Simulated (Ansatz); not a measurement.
Ba (diamond, space group No. 227) at seven volumes, DFT-r²SCAN in the program Ansatz with PAW potentials, scaled uniformly. One row is withheld.

```json
[
 {"V (Å³/atom)": "49.229", "P (GPa)": "1.67"},
 {"V (Å³/atom)": "50.852", "P (GPa)": "0.99"},
 {"V (Å³/atom)": "52.475", "P (GPa)": "0.44"},
 {"V (Å³/atom)": "54.098", "P (GPa)": "0.00"},
 {"V (Å³/atom)": "55.721", "P (GPa)": "-0.34"},
 {"V (Å³/atom)": "57.344", "P (GPa)": "-0.61"},
 {"V (Å³/atom)": "58.967", "P (GPa)": "?"}
]
```

Question: Fit the shown pressures and predict the withheld one.

Answer: P = (3/2)B₀(x^(7/2) − x^(5/2))[1 + (3/4)(B′ − 4)(x − 1)] with x = (V₀/V)^(2/3). Least squares on the six rows gives V₀ = 54.115 Å³/atom, B₀ = 12.9 GPa, B′ = 6.80. At V = 58.967, x = 0.9444 and P = -0.82 GPa. The run itself gave -0.83 GPa.

Space group Fd-3m (diamond). The start of the workflow was typed in or built on a structure type; neither database checked (COD, Materials Project) lists it. It is not the phase usual at ambient conditions (space group No. 229). The cell was relaxed with r²SCAN under the symmetry of its start. At this level the phase is mechanically unstable. The volume moved by -46 % from the start of the relaxation. Spin–orbit coupling is left out wherever it is not named.

Potentials: the later of the program's two PAW sets.
